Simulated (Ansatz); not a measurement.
Input, command and steps of an Ansatz relaxation.

```yaml
crystal:
  lattice:
    - [3.2812345918, 0.0, 0.0]
    - [-1.6406172959, 2.8416325123, 0.0]
    - [0.0, 0.0, 23.8385161594]
  atoms:
    - { symbol: W, position: [0.6666666667, 0.3333333333, 0.1423922263] }
    - { symbol: W, position: [0.3333333333, 0.6666666667, 0.8576077737] }
    - { symbol: Se, position: [0.3333333333, 0.6666666667, 0.2113531919] }
    - { symbol: Se, position: [0.6666666667, 0.3333333333, 0.9266195302] }
    - { symbol: Se, position: [0.3333333333, 0.6666666667, 0.0733804698] }
    - { symbol: Se, position: [0.6666666667, 0.3333333333, 0.7886468081] }
basis:
  ecutwfc: 500
kpoints:
  mp_grid: { grid: [12, 12, 2] }
hamiltonian:
  xc: r2scan
scf:
  occupations: { method: gaussian, width: 0.02 }
output:
  forces: true
  stress: true
  eigenvalues: true
  write_density: true
  write_potential: true
  elf: true
  volumetric_format: npy
relax:
  adjacent_minimum: "off"
  f_tol: 0.01
  max_steps: 30
  cell: { stress_tol: 0.1, fix: [volume] }
```

```bash
ansatz run input.yaml --threads 2 --pin off --max-ram 5120MiB --backend cpu --events-out ev --progress --plain --runs-dir out
```

Theory: DFT r2SCAN, scalar-relativistic, plane waves, PAW in Ansatz 0.2.0.

The volume is held at 0.97 times that of the relaxed cell.

Of 5 frames 4 are shown, positions in Å and forces in eV/Å; the SCF threshold varies from step to step. Steps run on the plane waves of an earlier cell, with a Pulay correction in the pressure. The basis is chosen afresh for the last frame, the zero of the energies, and at times for earlier ones too; energy and pressure step there, also at an unchanged geometry.

```xyz
6
Lattice="3.2812 0.0000 0.0000 -1.6406 2.8416 0.0000 0.0000 0.0000 23.8385" Properties=species:S:1:pos:R:3:forces:R:3 pbc="T T T" step=1 free_energy_over_end_meV_per_atom=8.46 pressure_GPa=2.43
W     1.6406    0.9472    3.3944    0.0000    0.0000    0.0007
W     0.0000    1.8944   20.4441    0.0000    0.0000   -0.0007
Se    0.0000    1.8944    5.0383    0.0000    0.0000    0.5494
Se    1.6406    0.9472   22.0892    0.0000    0.0000    0.5391
Se    0.0000    1.8944    1.7493    0.0000    0.0000   -0.5391
Se    1.6406    0.9472   18.8002    0.0000    0.0000   -0.5494
6
Lattice="3.3110 0.0000 0.0000 -1.6555 2.8674 0.0000 0.0000 0.0000 23.4115" Properties=species:S:1:pos:R:3:forces:R:3 pbc="T T T" step=2 free_energy_over_end_meV_per_atom=5.67 pressure_GPa=-1.27
W     1.6555    0.9558    3.3698    0.0000    0.0000    0.0154
W     0.0000    1.9116   20.0416    0.0000    0.0000   -0.0154
Se    0.0000    1.9116    5.0614    0.0000    0.0000   -0.5196
Se    1.6555    0.9558   21.7343    0.0000    0.0000   -0.5436
Se    0.0000    1.9116    1.6772    0.0000    0.0000    0.5436
Se    1.6555    0.9558   18.3501    0.0000    0.0000    0.5196
6
Lattice="3.3218 0.0000 0.0000 -1.6609 2.8768 0.0000 0.0000 0.0000 23.2597" Properties=species:S:1:pos:R:3:forces:R:3 pbc="T T T" step=3 free_energy_over_end_meV_per_atom=0.15 pressure_GPa=-0.20
W     1.6609    0.9589    3.4181    0.0000    0.0000    0.0019
W     0.0000    1.9178   19.8416    0.0000    0.0000   -0.0019
Se    0.0000    1.9178    5.0767    0.0000    0.0000   -0.0070
Se    1.6609    0.9589   21.5013    0.0000    0.0000   -0.0074
Se    0.0000    1.9178    1.7584    0.0000    0.0000    0.0074
Se    1.6609    0.9589   18.1830    0.0000    0.0000    0.0070
6
Lattice="3.3142 0.0000 0.0000 -1.6571 2.8702 0.0000 0.0000 0.0000 23.3669" Properties=species:S:1:pos:R:3:forces:R:3 pbc="T T T" step=5 free_energy_over_end_meV_per_atom=0.00 pressure_GPa=0.01
W     1.6571    0.9567    3.4370    0.0000    0.0000   -0.0001
W     0.0000    1.9134   19.9299    0.0000    0.0000    0.0001
Se    0.0000    1.9134    5.0980    0.0000    0.0000   -0.0031
Se    1.6571    0.9567   21.5921    0.0000    0.0000   -0.0003
Se    0.0000    1.9134    1.7748    0.0000    0.0000    0.0003
Se    1.6571    0.9567   18.2688    0.0000    0.0000    0.0031
```

The run took 70 s on 2 threads of Intel(R) Xeon(R) 6975P-C (Granite Rapids) (shared host), peak memory 1.3 GiB.

Spin–orbit coupling is left out, which can shift energies with elements as heavy as these. The cell holds layers, and r2SCAN describes their binding at middle range but leaves out its long-range dispersion part.